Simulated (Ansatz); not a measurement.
SnS (rock salt)

```xyz
2
Lattice="0.0000 2.8467 2.8467 2.8467 0.0000 2.8467 2.8467 2.8467 0.0000" Properties=species:S:1:pos:R:3 pbc="T T T"
Sn     2.8467     2.8467     2.8467
S      0.0000     0.0000     0.0000
```

The slice is a {100} plane (indices of the conventional cell) through the point (0.500, 0.500, 0.500) (fractional), spanned by u = [100] and v = [0 1 -1] in vectors of this cell: u (4.03 Å) and v (4.03 Å, at 90° to u). It covers one period; positions are fractions (u, v).

Calculation: LDA (plane waves to 420 eV, PAW, scalar-relativistic; Ansatz, a first-principles code). k mesh 10×10×10. Near the nuclei the fields are pseudised (PAW); where an atom keeps semicore shells as valence, they peak there. SnS was relaxed with its symmetry unable to fall. This is one of several known forms of SnS; the measured ambient cells at hand have space group No. 62.

Task: Sketch the valence electron density on this plane as a map.

Result: 
```tsv
v \ u	0.00	0.12	0.25	0.38	0.50	0.62	0.75	0.88
0.88	0.7	0.3	-0.5	-0.8	-0.9	-0.8	-0.5	0.3
0.75	-0.3	-0.5	-0.6	-0.4	-0.3	-0.4	-0.6	-0.5
0.62	-1.0	-0.8	-0.4	0.0	0.0	0.0	-0.4	-0.8
0.50	-1.2	-0.9	-0.3	0.0	-3.0	0.0	-0.3	-0.9
0.38	-1.0	-0.8	-0.4	0.0	0.0	0.0	-0.4	-0.8
0.25	-0.3	-0.5	-0.6	-0.4	-0.3	-0.4	-0.6	-0.5
0.12	0.7	0.3	-0.5	-0.8	-0.9	-0.8	-0.5	0.3
0.00	1.2	0.7	-0.3	-1.0	-1.2	-1.0	-0.3	0.7
```

Values: log₁₀ of the valence density in e/Å³. The scale is logarithmic, as a density can span decades between atoms and voids; values under 0.001 e/Å³ are set to 0.001.
